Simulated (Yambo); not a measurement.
A BSE run in Yambo for K$_{2}$LiScF$_{6}$ (space group Fm-3m, No. 225) (LDA bands; 4×4×4 mesh, 18 valence and 11 conduction bands, static screening with 89 bands and a 3 Ry block, scissor 5.33 eV, Tamm-Dancoff; field along x) gives:

```json
[
 {"state": "1", "energy (eV)": "8.88", "states within 2 meV": "1", "relative strength": "< 0.01", "class": "dark"},
 {"state": "2", "energy (eV)": "9.03", "states within 2 meV": "3", "relative strength": "< 0.01", "class": "dark"},
 {"state": "3", "energy (eV)": "9.07", "states within 2 meV": "3", "relative strength": "< 0.01", "class": "dark"},
 {"state": "4", "energy (eV)": "9.11", "states within 2 meV": "3", "relative strength": "< 0.01", "class": "dark"},
 {"state": "5", "energy (eV)": "9.26", "states within 2 meV": "1", "relative strength": "< 0.01", "class": "dark"}
]
```

Q: What changes when the screening block is changed to 1 Ry?

A: The lowest state goes from 8.884 eV to 9.034 eV, and its distance below the direct gap from 3.197 eV to 3.047 eV. These are vertical excitations (zero momentum). The scissor comes from a G0W0 run whose convergence isn't established.

Geometry of the Materials Project entry, not relaxed at this level; primitive cell a = 5.862 Å, b = 5.862 Å, c = 5.862 Å, α = 60.00°, β = 60.00°, γ = 60.00°.

The structure is a Materials Project entry; no match was found in the copy of COD used, and its stability was not checked.
